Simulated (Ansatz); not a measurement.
## Computed properties of TaW

TaW:
```cif
data_Ta4W4
_chemical_formula_sum 'Ta4 W4'
_space_group_name_H-M_alt 'Fm-3m'
_space_group_IT_number 225
_space_group_name_Hall '-F 4 2 3'
_cell_length_a 5.34396
_cell_length_b 5.34396
_cell_length_c 5.34396
_cell_angle_alpha 90.000
_cell_angle_beta 90.000
_cell_angle_gamma 90.000
loop_
_atom_site_label
_atom_site_type_symbol
_atom_site_symmetry_multiplicity
_atom_site_Wyckoff_symbol
_atom_site_fract_x
_atom_site_fract_y
_atom_site_fract_z
_atom_site_occupancy
Ta1 Ta 4 a 0.00000 0.00000 0.00000 1
W1 W 4 b 0.50000 0.50000 0.50000 1
```
(The calculation used a cell of 2 atoms; values per cell refer to that cell.)

Space group Fm-3m (No. 225), rock salt; conventional cell a = 5.3440 Å, b = 5.3440 Å, c = 5.3440 Å, α = 90.00°, β = 90.00°, γ = 90.00°.

Method: DFT-r²SCAN in the program Ansatz with PAW potentials. Geometry: relaxed at this level of theory. Other levels are named where they apply.

**Cell and energy**

```json
{
  "volume_per_atom": "19.08 Å³",
  "density": "15.88 g/cm³",
  "Formation energy from the elements (no fitted shifts)": "1259 meV/atom"
}
```

**Electronic structure**

```json
{
  "electronic_character": "metallic (no gap)",
  "Density of states at the Fermi level": "0.35 states/eV per atom (mean over ±0.08 eV)",
  "Gap with spin–orbit coupling": "none (metallic)"
}
```

**Mechanics**

```json
{
  "Bulk modulus (Birch–Murnaghan fit)": "1880 kbar",
  "Pressure derivative B′": "4.0",
  "Elastic constants (relaxed ions, GPa)": "C11 = 508, C12 = 26.7, C44 = -91.1",
  "mechanical_stability": "unstable (C has a negative eigenvalue)"
}
```

**Charges**

```json
{
  "bader_charges": "Ta +0.59, W -0.59 e"
}
```

The start of the workflow was typed in or built on a structure type; neither database checked (COD, Materials Project) lists it. Its standing as an ambient phase is unchecked. Symmetry was held in the r²SCAN relaxation. The run is not spin-polarised. Its formation energy is positive at this level, so the cell may be metastable or incomplete. As this level gives no gap, shear constants depend on the k-mesh and smearing (Fermi–Dirac, 0.1 eV here). The references are the lowest solids computed at this level, not always the standard phases. Spin–orbit coupling is left out wherever it is not named.

Potentials: the later of the program's two PAW sets.
